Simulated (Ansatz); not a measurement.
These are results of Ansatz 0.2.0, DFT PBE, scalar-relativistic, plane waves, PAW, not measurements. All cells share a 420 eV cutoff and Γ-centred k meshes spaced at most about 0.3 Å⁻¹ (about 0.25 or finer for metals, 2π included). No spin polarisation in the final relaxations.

These are static total energies at zero pressure. All come from trial cells, and lower structures may exist.

Question: Which of these relaxed structures of Sn2H is the lowest in energy?
1.

Space group P1 (No. 1). a = 4.489 Å, b = 4.665 Å, c = 7.664 Å, α = 81.84°, β = 77.61°, γ = 64.23°
```tsv
atom	site	symmetry	x	y	z
Sn	1a	1	0.9295	0.2028	0.6128
Sn	1a	1	0.6039	0.4571	0.1457
Sn	1a	1	0.2710	0.2773	0.8948
Sn	1a	1	0.8450	0.7775	0.3738
H	1a	1	0.4655	0.8463	0.9660
H	1a	1	0.3851	0.9391	0.5070
```

2.

Space group P6/mmm (No. 191). a = 3.504 Å, b = 3.504 Å, c = 12.219 Å, α = 90.00°, β = 90.00°, γ = 120.00°
```tsv
atom	site	symmetry	x	y	z
Sn	2e	6mm	0.0000	0.0000	0.7466
Sn	1b	6/mmm	0.0000	0.0000	0.5000
Sn	1a	6/mmm	0.0000	0.0000	0.0000
H	2d	-6m2	0.3333	0.6667	0.5000
```

3.

Space group P6_3/mmc (No. 194). a = 3.619 Å, b = 3.619 Å, c = 10.756 Å, α = 90.00°, β = 90.00°, γ = 120.00°
```csv
atom,site,symmetry,x,y,z
Sn,2a,-3m.,0.0000,0.0000,0.5000
Sn,2d,-6m2,0.6667,0.3333,0.2500
H,2c,-6m2,0.6667,0.3333,0.7500
```

4.

Space group P6_3/mmc (No. 194). a = 3.363 Å, b = 3.363 Å, c = 12.128 Å, α = 90.00°, β = 90.00°, γ = 120.00°
```
atom  site  symmetry       x       y       z
  Sn    4f       3m. 0.3333  0.6667  0.8813
   H    2c      -6m2  0.3333  0.6667  0.2500
```

Answer: 1. It has space group P1 (No. 1); the next, 3, with space group P6_3/mmc (No. 194), lies 104 meV/atom higher. Counting H atoms around Sn (those within 1.25 times the shortest such distance or 1.15 times the sum of covalent radii; the shortest distance is added where it is long for a bond; a slash parts the counts of unlike sites), the lowest has Sn 1 and the next has Sn 3/6 from 3.4 Å. Even the lowest lies +0.24 eV/atom against the elements.

With hydrogen, zero-point motion can shift such differences by 10 meV/atom or more. Cells relaxed within their symmetry can be saddle points. Some types were kept out of the candidates beforehand, so the set may lack a known form.
